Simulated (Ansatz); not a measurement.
SnSe$_{2}$ (CdI2 type, space group No. 164), a = 3.829 Å, b = 3.829 Å, c = 6.285 Å, α = 90.00°, β = 90.00°, γ = 120.00°.

Relaxed with r²SCAN+D4.

### Question
Tabulate the valence density and the electron localisation function along the shortest Sn–Se contact (2.71 Å), the program Ansatz at the r²SCAN+D4 level (PAW).

### Answer


| distance from Sn (Å) | density (e/Å³) | ELF |
|---|---|---|
| 0.27 | 11.79 | 0.00 |
| 0.41 | 7.68 | 0.02 |
| 0.54 | 4.36 | 0.08 |
| 0.68 | 2.25 | 0.18 |
| 0.81 | 1.14 | 0.24 |
| 0.95 | 0.64 | 0.26 |
| 1.09 | 0.45 | 0.29 |
| 1.22 | 0.39 | 0.43 |
| 1.36 | 0.40 | 0.62 |
| 1.49 | 0.46 | 0.75 |
| 1.63 | 0.57 | 0.79 |
| 1.76 | 0.73 | 0.81 |
| 1.90 | 1.02 | 0.80 |
| 2.04 | 1.92 | 0.74 |
| 2.17 | 4.48 | 0.61 |
| 2.31 | 10.93 | 0.40 |
| 2.44 | 23.25 | 0.21 |

The density is the valence pseudo-density with augmentation charge, so density and ELF within about 1 Å of a nucleus are not all-electron values.

Space group P-3m1 (CdI2 type). The cell was relaxed with r²SCAN+D4 under the symmetry of its start. Spin–orbit coupling is left out wherever it is not named.

Potentials: the later of the program's two PAW sets.
